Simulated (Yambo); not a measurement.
Yambo run on CsH (CsCl type, space group Pm-3m, No. 221). The wavefunctions come from this Quantum ESPRESSO step (PBEsol, PseudoDojo standard norm-conserving files, scalar-relativistic):

```
&CONTROL
  calculation = 'nscf'
  pseudo_dir = './pseudo'
  outdir = './out'
/
&SYSTEM
  ibrav = 0
  nat = 2
  ntyp = 2
  ecutwfc = 72.0
  ecutrho = 288.0
  occupations = 'fixed'
  force_symmorphic = .true.
  nbnd = 122
/
&ELECTRONS
  conv_thr = 2e-09
  diago_full_acc = .true.
  diago_thr_init = 1e-08
/
ATOMIC_SPECIES
H 1.0080 H.upf
Cs 132.9055 Cs.upf
CELL_PARAMETERS angstrom
  3.818410000000   0.000000000000   0.000000000000
  0.000000000000   3.818410000000   0.000000000000
  0.000000000000   0.000000000000   3.818410000000
ATOMIC_POSITIONS crystal
H   0.500000000000   0.500000000000   0.500000000000
Cs   0.000000000000   0.000000000000   0.000000000000
K_POINTS automatic
4 4 4 0 0 0
```

Yambo input:

```
rim_cut
gw0
dyson
el_el_corr
HF_and_locXC
ppa
em1d
RandQpts= 1000000
RandGvec= 1 Ry
EXXRLvcs= 72 Ry
VXCRLvcs= 288 Ry
Chimod= "HARTREE"
% BndsRnXp
 1 | 121 |
%
NGsBlkXp= 10 Ry
% LongDrXp
 1.0 | 1.0 | 1.0 |
%
PPAPntXp= 27.2114 eV
% GbndRnge
 1 | 121 |
%
GTermKind= "BG"
DysSolver= "n"
ExtendOut
% QPkrange
 1 | 1 | 5 | 6 |
 3 | 3 | 5 | 6 |
 6 | 6 | 5 | 6 |
 10 | 10 | 5 | 6 |
%
```

k points by index: 1 = Γ, 3 = X, 6 = M, 10 = R.

Table of the .qp output:

```
#    K-point    Band    Eo [eV]    E [eV]    E-Eo [eV]    Vxc [eV]    Vnlxc [eV]    Sc|Eo [eV]    Sc|E [eV]    dSc/dw|Eo [eV]    Re(Z)    Im(Z)
#
    1    5    -2.054196    -3.603633    -1.549437    -8.658634    -12.32680    1.709439    2.118726    -7.187528    0.791052    -0.976738E-3
    1    6    3.238451    3.911099    0.672648    -8.298171    -3.832031    -3.658462    -3.793491    -5.461356    0.832845    -0.001321
    3    5    -0.260352    -1.759784    -1.499431    -10.05445    -13.27855    1.330608    1.724671    -7.150721    0.791898    -0.001633
    3    6    2.454265    2.976266    0.522001    -7.501042    -3.434868    -3.444316    -3.544173    -5.204211    0.839452    -0.001262
    6    5    -1.276419    -2.755444    -1.479025    -8.934730    -12.28733    1.480441    1.873573    -7.232113    0.790025    -0.001834
    6    6    4.300482    5.019188    0.718706    -8.467442    -3.774900    -3.826710    -3.973836    -5.569219    0.830104    -0.001395
    10    5    0.000000    -1.453160    -1.453160    -9.791740    -12.85666    1.224573    1.611755    -7.249618    0.789625    -0.001633
    10    6    2.583413    3.093521    0.510108    -7.638877    -3.725824    -3.304007    -3.402945    -5.276479    0.837584    -0.001267
```
(The two width columns are left out.) Convergence of these settings isn't established.

Geometry of the Materials Project entry, not relaxed at this level.

The structure is a Materials Project entry; no match was found in the copy of COD used, and its stability was not checked.
